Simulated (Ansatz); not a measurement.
**LiMg: strain energy, fitted**

LiMg, Pm-3m, a = 3.431 Å. The structure is a Materials Project entry; whether it is the stable form wasn't checked. Ansatz: r2SCAN, PAW, 500 eV, Γ-centred 12×12×12 mesh on 2 atoms, Gaussian smearing 0.10 eV; no spin polarisation. Series: biaxial strain in the a-b plane, c and atoms relaxed; x is the strain in per cent. y is the free energy over the unstrained cell, V0 = 20.198 Å³/atom.

```
x (%) y (meV/atom)
 -6.0          9.95
 -4.0             ?
 -2.0          1.51
  0.0          0.00
  2.0          1.50
  4.0          5.34
  6.0         13.44
```

Fit y = c2 x² + c3 x³ to the other rows, turn c2 into a modulus, and predict the missing energy.

Least squares on the rows shown. y = 0.3234 x² + 0.007836 x³. In eV per unit strain² c2 is 3.234; M is the biaxial modulus (E = M V0 ε²): 3.234 × 160.2 / (20.198) = 26 GPa. With a term in x⁴ added, the coefficient of x² becomes 0.3081, 5 % less, which shows how far this figure hangs on the form. At x = -4.0 the fit asked for gives 4.67 meV/atom. The run gave 5.26 meV/atom, so the fit is 0.59 meV/atom too low, 4.4 % of the span of the series, against an rms of 0.21 meV/atom on the fitted rows. With a term in x⁴ added, a fit to the same known rows predicts 4.54 meV/atom, further off still.